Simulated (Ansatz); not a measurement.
## Every step of a relaxation of Li (diamond type)

DFT, PBEsol, PAW with Ansatz's default frozen-core files, scalar-relativistic (Ansatz 0.2.0); a Γ-centred 12×12×12 k mesh, Fermi–Dirac smearing of 0.05 eV, no spin polarisation. The run relaxes cell and atoms at a target pressure of 4.1 GPa.

Command: `ansatz run input.yaml --threads 1 --pin off --max-ram 3584MiB --backend cpu --events-out ev --progress --plain --runs-dir out` It took 5.5 s on 1 thread of Arm Neoverse V2, on a shared host, peak memory 0.29 GiB.

PAW: frozen-core files, cutoff 420 eV; forces are relaxed below 0.005 eV/Å.

Each step lists its enthalpy F + pV a cell above the last geometry, the pressure, the cell vectors (Å), and Cartesian positions (Å) with forces (eV/Å).

The first step:

```
step 1  dH = 19.91 meV  P = 2.53 GPa
  cell 0.0000 2.6658 2.6658  2.6658 0.0000 2.6658  2.6658 2.6658 0.0000
  Li -0.6665 -0.6665 -0.6665   0.0000 0.0000 0.0000
  Li 0.6665 0.6665 0.6665   0.0000 0.0000 0.0000
```

The PAW files were made under PBE.

The symmetry of the start is kept and no stability test is made, so the end need not be the stable phase.

Q: Where does the relaxation end, and by which steps?

A: After 4 geometries, with conventional a, b, c = 5.147, 5.147, 5.147 Å, at 17.042 Å³/atom (-10.05 % against the start) in space group Fd-3m, with a shortest distance of 2.229 Å. The further steps:
```
step 2  dH = 7.15 meV  P = 3.11 GPa
  cell 0.0000 2.6282 2.6282  2.6282 0.0000 2.6282  2.6282 2.6282 0.0000
  Li -0.6571 -0.6571 -0.6571   0.0000 0.0000 0.0000
  Li 0.6571 0.6571 0.6571   0.0000 0.0000 0.0000
step 3  dH = 0.06 meV  P = 4.20 GPa
  cell 0.0000 2.5688 2.5688  2.5688 0.0000 2.5688  2.5688 2.5688 0.0000
  Li -0.6422 -0.6422 -0.6422   0.0000 0.0000 0.0000
  Li 0.6422 0.6422 0.6422   0.0000 0.0000 0.0000
step 4  dH = 0.00 meV  P = 4.11 GPa
  cell 0.0000 2.5734 2.5734  2.5734 0.0000 2.5734  2.5734 2.5734 0.0000
  Li -0.6434 -0.6434 -0.6434   0.0000 0.0000 0.0000
  Li 0.6434 0.6434 0.6434   0.0000 0.0000 0.0000
step 5  dH = 0.12 meV  P = 4.11 GPa  (same geometry on a basis chosen anew; earlier energies don't compare to the last digit)
  cell 0.0000 2.5734 2.5734  2.5734 0.0000 2.5734  2.5734 2.5734 0.0000
  Li -0.6434 -0.6434 -0.6434   0.0000 0.0000 0.0000
  Li 0.6434 0.6434 0.6434   0.0000 0.0000 0.0000
```
